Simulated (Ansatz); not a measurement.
The elements of this relaxed trial crystal are hidden behind letters.

```
lattice vectors (Å)
   2.7495    1.5874    6.2468
  -2.7495    1.5874    6.2468
   0.0000   -3.1749    6.2468
fractional positions
X 0.0000 0.0000 0.0000
Z 0.6692 0.6692 0.6692
Z 0.3308 0.3308 0.3308
Z 0.5000 0.5000 0.5000
Q 0.8358 0.8358 0.8358
Q 0.1642 0.1642 0.1642
```

Computed with Ansatz 0.2.0, DFT PBE, scalar-relativistic, plane waves, PAW. Cutoff 420 eV, Γ-centred 12×12×12 mesh (6-atom cell), Gaussian smearing of 0.10 eV, no spin polarisation.

- Space group: R-3m (No. 166)
- Conventional cell: a = 5.499 Å, c = 18.740 Å
- Volume per atom: 27.27 Å³
- Density: 6.26 g/cm³
- Energy over the elements: −0.01 eV/atom
- Gap on the 12×12×12 mesh of the 6-atom cell: 0 eV (a metal)

Energies are uncorrected and count from the elements' standard states at the same level.

Question: X is an s-block element of period 3, Z is a d-block element of period 5 and Q is a p-block element of period 5. Which elements are they?

Answer: X = Mg, Z = Cd, Q = Te, so the formula is MgCd3Te2. Density times volume gives a mean mass of 6.26 × 27.27/1.6605 = 102.8 u per atom, and this set has 102.8 u. Among the elements that the hints allow, noble gases aside, only these give it. Mg has 2 Te at 3.08 Å and 6 Cd at 3.18 Å; around Cd on a site of symmetry 3m lie 1 Te at 3.12 Å, 4 Cd at 3.17–3.18 Å and 3 Mg at 3.18 Å; Te is surrounded by 1 Mg at 3.08 Å, 4 Cd at 3.12–3.18 Å and 3 Te at 3.18 Å; 1 more site not described.

Spin–orbit coupling, which can matter for Te, is left out. Symmetry constrained the relaxation, so the result can be a saddle point. Another cell of MgCd3Te2 relaxed alike, in R-3m, lies 62 meV/atom lower, so this cell isn't the stable form at this level.
